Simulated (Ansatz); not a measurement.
The start is a generated trial cell of ZrO2 in the AFLOW prototype A2B_hP9_150_ef_bd (C22, as in Fe2P). A full variable-cell relaxation at zero pressure is run with r2SCAN (plane waves to 500 eV, PAW, scalar-relativistic; Ansatz, an electronic-structure program). First-step values are on the input's coarse k-mesh.

Ansatz input (later rounds restart from its end on a renewed k-mesh):
Ansatz 0.2 input:
```yaml
crystal:
  lattice:
    - [5.8753239, 0, 0]
    - [-2.937662, 5.0881798, 0]
    - [0, 0, 3.4649346]
  atoms:
    - { symbol: O, position: [0.26, 0, 0] }
    - { symbol: O, position: [0, 0.26, 0] }
    - { symbol: O, position: [0.74, 0.74, 0] }
    - { symbol: O, position: [0.6, 0, 0.5] }
    - { symbol: O, position: [0, 0.6, 0.5] }
    - { symbol: O, position: [0.4, 0.4, 0.5] }
    - { symbol: Zr, position: [0, 0, 0.5] }
    - { symbol: Zr, position: [0.33333333, 0.66666667, 0.875] }
    - { symbol: Zr, position: [0.66666667, 0.33333333, 0.125] }
basis: { ecutwfc: 500, ecutrho_ratio: 4, xc_grid: 4, fft_grid_basis: typed }
kpoints: { mp_grid: { grid: [5, 5, 7] } }
hamiltonian:
  xc: r2scan
  dispersion: none
  pseudopotentials: { azcp: { folder: ./paw }, kind: paw }
scf: { occupations: { method: fermi_dirac, width: 0.05 } }
relax: { f_tol: 0.01, max_steps: 100, cell: { stress_tol: 0.02 } }
output: { forces: true, stress: true }
```

```yaml
largest_initial_force: 0.63 eV/Å, on Zr8, Zr9 (atoms numbered as listed)
outcome: The space group goes from P321 (No. 150) to P-62m (No. 189); the end is AFLOW prototype A2B_hP9_189_fg_bc (C22, as in Fe2P), with 9 atoms in the primitive cell
energy_released: 0.18 eV/atom
Shortest distances (start → end): "The closest pairs of elements (up to four, under 3.6 Å), start → end: O–Zr 2.22 → 2.10 Å; O–O 2.64 → 2.50 Å; Zr–Zr 3.46 → 3.24 Å"
band_gap_at_the_end: 2.30 eV, direct at Γ (no spin-orbit coupling)
optimiser_moves: 7
```

Final values are on a 7×7×10 k-mesh of the relaxed cell. No spin polarisation in the result.

The run could not lose the symmetry of its start; a randomly shaken copy of 9 atoms returns to this structure.

The relaxed structure here is a generated cell of ZrO2: the first start was made by placing the elements on the sites of a structure type, and the end was not matched to a known phase here, so it may be hypothetical. Known forms of ZrO2 include space group No. 14, 137, 225.
